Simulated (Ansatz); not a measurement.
Q: Name crystals whose computed values (LDA in the plane-wave PAW code Ansatz) fall in these windows: B₀ by P(V) fit (GPa) 45 to 60; highest Γ mode, no LO–TO term (cm⁻¹) 100 to 150.

A: 

| crystal | B₀ by P(V) fit (GPa) | highest Γ mode, no LO–TO term (cm⁻¹) |
|---|---|---|
| SnTePbSe, R3m (Sn on 3a, Te on 3a, Pb on 3a, Se on 3a) | 53.5 | 126 |
| Sn3Te2Se, P-3m1 (Sn on 1b, Sn on 2d, Te on 2d, Se on 1a) | 53.2 | 145 |
| TePb2Se, R-3m (Te on 3b, Pb on 6c, Se on 3a) | 53.1 | 126 |
| CdTe, zinc blende | 46.2 | 148 |
| LaBi, rock salt | 56.4 | 112 |
Others may fit too.

Standing as an ambient phase not checked: SnTePbSe, R3m (Sn on 3a, Te on 3a, Pb on 3a, Se on 3a); Sn3Te2Se, P-3m1 (Sn on 1b, Sn on 2d, Te on 2d, Se on 1a); TePb2Se, R-3m (Te on 3b, Pb on 6c, Se on 3a); LaBi, rock salt. Perhaps ordered models of mixed-site phases: SnTePbSe, R3m (Sn on 3a, Te on 3a, Pb on 3a, Se on 3a); TePb2Se, R-3m (Te on 3b, Pb on 6c, Se on 3a). All cells were relaxed under the symmetry of their starts (and spin orders); stability against distortions was not tested throughout. Scalar-relativistic: spin–orbit coupling is off unless named, which matters more the heavier the elements.

Potentials: the later of the program's two PAW sets.
